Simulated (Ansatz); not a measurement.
Given:

Al:
```xyz
7
Lattice="5.1845 0.0000 0.0000 -2.5923 4.4899 0.0000 0.0000 0.0000 5.0031" Properties=species:S:1:pos:R:3 pbc="T T T"
Al     0.0000     0.0000     1.2700
Al     0.0000     0.0000     3.7331
Al     0.0000     2.9933     2.5015
Al     2.5923     1.4966     2.5015
Al    -1.2961     2.2450     0.0000
Al     2.5923     0.0000     0.0000
Al     1.2961     2.2450     0.0000
```

This is the r²SCAN-relaxed structure. Cartesian axes are those of the cell as given.

Q: All from plane-wave PAW r²SCAN (Ansatz code), unless another level is named. Estimate the bulk modulus (Birch–Murnaghan fit).

A: 81.6 GPa.

Q: Next, the elastic constants (relaxed ions, GPa)?

A: C11 = 139, C12 = 57.1, C13 = 43.7, C33 = 174, C44 = -14.2.

Space group P6/mmm. The start of the workflow was typed in or built on a structure type; neither database checked (COD, Materials Project) lists it. It is not the phase usual at ambient conditions (space group No. 225). The cell was relaxed with r²SCAN under the symmetry of its start. At this level the phase is mechanically unstable. As this level gives no gap, shear constants depend on the k-mesh and smearing (Fermi–Dirac, 0.1 eV here). On the denser mesh and wider smearing of the elastic run this cell carries a stress of 0.6 GPa.

Potentials: the later of the program's two PAW sets.
